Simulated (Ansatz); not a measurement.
AlN:
```yaml
crystal:
  lattice:
    - [3.10338, 0.00000, 0.00000]
    - [-1.55169, 2.68760, 0.00000]
    - [0.00000, 0.00000, 10.04924]
  atoms:
    - { symbol: Al, position: [0.00000, 0.00000, 0.00146] }
    - { symbol: Al, position: [0.00000, 0.00000, 0.50146] }
    - { symbol: Al, position: [0.66667, 0.33333, 0.75036] }
    - { symbol: Al, position: [0.33333, 0.66667, 0.25036] }
    - { symbol: N, position: [0.00000, 0.00000, 0.81192] }
    - { symbol: N, position: [0.00000, 0.00000, 0.31192] }
    - { symbol: N, position: [0.66667, 0.33333, 0.56190] }
    - { symbol: N, position: [0.33333, 0.66667, 0.06190] }
```

This is the PBEsol-relaxed structure. Cartesian axes are those of the cell as given.

Problem. All from plane-wave PAW PBEsol (Ansatz code), unless another level is named. Give the bulk modulus (Birch–Murnaghan fit).

Solution. 200 GPa.

Problem. And the piezoelectric stress constants (proper, relaxed ions, C/m²)?

Solution. e15 = e24 = 0.34, e31 = e32 = 0.47, e33 = -1.08.

Problem. And the elastic constants (relaxed ions, GPa)?

Solution. C11 = 376, C12 = 142, C13 = 92.1, C33 = 402, C44 = 106.

Space group P6_3mc. A made-up cell: these elements were put on the sites of a structure type. Its sites differ from those of the usual phase in this space group: another stacking or structure type. The cell was relaxed with PBEsol under the symmetry of its start; its stability against distortions is not shown here.

Potentials: the later of the program's two PAW sets.
